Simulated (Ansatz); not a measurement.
B$_{6}$P:
```xyz
14
Lattice="2.9896 1.7261 3.9429 -2.9896 1.7261 3.9429 0.0000 -3.4521 3.9429" Properties=species:S:1:pos:R:3 pbc="T T T"
B     -1.5953     0.9211     4.2792
B      1.5953    -0.9211     7.5494
B      0.0000    -1.8421     4.2792
B      0.0000     1.8421     7.5494
B      1.5953     0.9211     4.2792
B     -1.5953    -0.9211     7.5494
B     -0.9381     0.5416     1.3883
B      0.9381    -0.5416    10.4403
B      0.0000    -1.0833     1.3883
B      0.0000     1.0833    10.4403
B      0.9381     0.5416     1.3883
B     -0.9381    -0.5416    10.4403
P      0.0000     0.0000     4.7922
P      0.0000     0.0000     7.0364
```

Relaxed with r²SCAN.

Task: Give the Bader charges and basin volumes of the independent atoms, the program Ansatz at the r²SCAN level (PAW).

Result: 

```csv
atom,Bader charge (e),Bader volume (Å³)
B1,+0.12,6.6
B7,+0.14,7.8
P13,-0.81,17.9
```

Space group R-3m. The first step of the workflow began from a Materials Project structure, measured or hypothetical; the Crystallography Open Database copy checked does not list it. Whether it is the stable phase at ambient conditions was not checked. The cell was relaxed with r²SCAN under the symmetry of its start; whether a distortion lowers the energy is not shown.

Potentials: the earlier of the program's two PAW sets. The files were generated under PBE; for other functionals the program regenerates the frozen cores, and for LDA and PBEsol the local potential too.
